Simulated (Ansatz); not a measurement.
CaHClO:
```yaml
crystal:
  lattice:
    - [3.86440, 0.00000, 0.00000]
    - [-1.93220, 3.34666, 0.00000]
    - [0.00000, 0.00000, 9.81715]
  atoms:
    - { symbol: Ca, position: [0.33333, 0.66667, 0.00075] }
    - { symbol: Ca, position: [0.66667, 0.33333, 0.50075] }
    - { symbol: H, position: [0.00000, 0.00000, 0.16606] }
    - { symbol: H, position: [0.00000, 0.00000, 0.66606] }
    - { symbol: Cl, position: [0.33333, 0.66667, 0.31737] }
    - { symbol: Cl, position: [0.66667, 0.33333, 0.81737] }
    - { symbol: O, position: [0.00000, 0.00000, 0.06762] }
    - { symbol: O, position: [0.00000, 0.00000, 0.56762] }
```

Relaxed with r²SCAN. Special points in fractions of this cell's reciprocal vectors: Γ (0.000, 0.000, 0.000); M (0.500, 0.000, 0.000); K (0.333, 0.333, 0.000); A (0.000, 0.000, 0.500); L (0.500, 0.000, 0.500); H (0.333, 0.333, 0.500).

Question: List the band energies nearest the valence-band maximum at these points for DFT-r²SCAN in the program Ansatz with PAW potentials.

Answer: In eV from the valence-band maximum; about four levels below and three above (degenerate sets whole), none deeper than 8.9 eV; points with the same levels are listed once.

```tsv
k	below	above
Γ	-0.25 -0.25 0.00 0.00	6.12 6.90 8.03
M	-0.77 -0.40 -0.31 -0.19	6.70 7.60 7.85
K	-0.51 -0.51 -0.43 -0.43	7.18 7.18 8.12
A	-0.11 -0.11 -0.11 -0.11	6.88 6.88 7.58 7.58
L	-0.46 -0.46 -0.35 -0.35	7.07 7.07 7.94 7.94
H	-0.81 -0.81 -0.27 -0.27	7.24 7.24 8.22 8.22
```

Space group P6_3mc. The first step of the workflow began from a Materials Project structure, measured or hypothetical; the Crystallography Open Database copy checked does not list it. Whether it is the stable phase at ambient conditions was not checked. Symmetry was held in the r²SCAN relaxation; its stability against distortions is not shown here.

Potentials: the later of the program's two PAW sets.
